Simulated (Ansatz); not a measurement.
A generated cell, not matched to a known phase here, of CsMg₂FeH₈: P-3m1 (No. 164), hP12; a = 4.5586 Å, b = 4.5586 Å, c = 8.4495 Å, α = 90.00°, β = 90.00°, γ = 120.00°; Cs 1b (0.000, 0.000, 0.500); Mg 2d (0.333, 0.667, 0.112); Fe 1a (0.000, 0.000, 0.000); H 6i (0.331, 0.165, 0.101); H 2d (0.333, 0.667, 0.325). Calculation: r2SCAN (plane waves to 500 eV, PAW, scalar-relativistic; Ansatz, a quantum-chemistry and plane-wave program). Element references, the lowest calculated here: Mg (P6₃/mmc), Fe (Im-3m, ferromagnetic), H (Pa-3, a generated molecular cell), Cs (Im-3m); gases are represented by their molecular solids.

Question: Estimate the formation energy of this P-3m1 form of CsMg2FeH8 from the elements that r2SCAN returns for this input.

Answer: -0.21 eV/atom.

A lower structure of this composition may exist, and whether it forms at all is not checked here.

Static energies, no anion corrections, no zero-point energy. Values are rounded to 0.01 eV/atom. Not shown to be the ambient phase of their composition (a lower form may be missing, and a cell relaxed within its start's symmetry can be a saddle point): CsMg2FeH8 (P-3m1). Spin state reached: ferromagnetic (net 0.08 μB/atom); other spin orders were not run from this start.
